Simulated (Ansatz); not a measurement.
K$_{5}$Te$_{3}$:
```cif
data_K20Te12
_chemical_formula_sum 'K20 Te12'
_space_group_name_H-M_alt 'I4/m'
_space_group_IT_number 87
_space_group_name_Hall '-I 4'
_cell_length_a 13.32338
_cell_length_b 13.32338
_cell_length_c 6.15653
_cell_angle_alpha 90.000
_cell_angle_beta 90.000
_cell_angle_gamma 90.000
loop_
_atom_site_label
_atom_site_type_symbol
_atom_site_symmetry_multiplicity
_atom_site_Wyckoff_symbol
_atom_site_fract_x
_atom_site_fract_y
_atom_site_fract_z
_atom_site_occupancy
K1 K 4 d 0.00000 0.50000 0.25000 1
K2 K 8 h 0.27968 0.41162 0.00000 1
K3 K 8 h 0.09005 0.22403 0.00000 1
Te1 Te 8 h 0.34347 0.15639 0.00000 1
Te2 Te 4 e 0.00000 0.00000 0.23155 1
```
(The calculation used a cell of 16 atoms; values per cell refer to that cell.)

Relaxed with LDA.

Task: Which orbitals make up the states near the Fermi level in plane-wave PAW LDA (Ansatz code)?

Result: Within 0.5 eV of the Fermi level: Te 5p 94 %. Projections are on Löwdin-orthogonalised atomic valence shells; empty p or d shells of many metals are not among them.

Task: Tabulate the density of states.

Result: States/eV per cell of 16 atoms, in 0.25 eV bins, energy from the Fermi level.

```
E (eV)  total  Te 5p  K 4s  Te 5s
------  -----  -----  ----  -----
-7.85    0.00   0.00  0.00   0.00
-7.60    0.00   0.00  0.00   0.00
-7.35    0.00   0.00  0.00   0.00
-7.10    0.00   0.00  0.00   0.00
-6.85    0.00   0.00  0.00   0.00
-6.60    0.00   0.00  0.00   0.00
-6.35    0.00   0.00  0.00   0.00
-6.10    0.00   0.00  0.00   0.00
-5.85    0.00   0.00  0.00   0.00
-5.60    0.00   0.00  0.00   0.00
-5.35    0.00   0.00  0.00   0.00
-5.10    0.00   0.00  0.00   0.00
-4.85    0.00   0.00  0.00   0.00
-4.60    0.00   0.00  0.00   0.00
-4.35    0.30   0.29  0.00   0.00
-4.10    1.60   1.53  0.02   0.03
-3.85    0.86   0.80  0.01   0.04
-3.60    0.63   0.58  0.00   0.04
-3.35    0.58   0.53  0.00   0.04
-3.10    0.55   0.49  0.00   0.05
-2.85    0.49   0.43  0.00   0.04
-2.60    0.54   0.47  0.01   0.05
-2.35    9.59   8.04  1.17   0.13
-2.10    5.92   4.99  0.70   0.07
-1.85    1.84   1.55  0.20   0.03
-1.60    3.60   2.80  0.58   0.13
-1.35   11.04   8.51  2.11   0.09
-1.10   16.67  13.90  2.08   0.15
-0.85   21.01  18.65  1.50   0.10
-0.60   22.76  21.00  0.82   0.07
-0.35   28.07  26.55  0.38   0.04
-0.10    9.94   9.49  0.04   0.01
0.15     1.01   0.88  0.00   0.10
0.40     0.43   0.37  0.00   0.04
0.65     0.43   0.37  0.00   0.04
0.90     0.41   0.36  0.00   0.03
1.15     0.36   0.32  0.00   0.03
1.40     0.36   0.32  0.00   0.02
1.65     0.36   0.32  0.00   0.02
1.90     0.37   0.33  0.00   0.02
2.15     0.47   0.33  0.07   0.05
2.40     0.72   0.31  0.25   0.11
2.65     0.90   0.31  0.37   0.14
2.90     3.55   1.03  1.37   0.23
3.15     7.71   0.62  3.69   0.39
3.40    11.44   0.71  4.83   0.39
3.65    16.41   1.50  6.11   0.50
3.90    15.02   1.71  4.61   0.37
4.15    16.91   1.39  4.12   0.23
4.40    15.22   0.51  2.83   0.14
4.65    13.86   0.47  2.45   0.17
```

The workflow started from a Materials Project entry (that database holds measured and hypothetical structures alike); the Crystallography Open Database files this formula in space group No. 87, but the cells were not matched. Whether it is the stable phase at ambient conditions was not checked. The cell keeps a stress of up to 0.2 GPa. The LDA relaxation kept the symmetry of its start; its stability against distortions is not shown here. Scalar-relativistic: spin–orbit coupling is off unless named, which matters more the heavier the elements.

Potentials: the later of the program's two PAW sets.
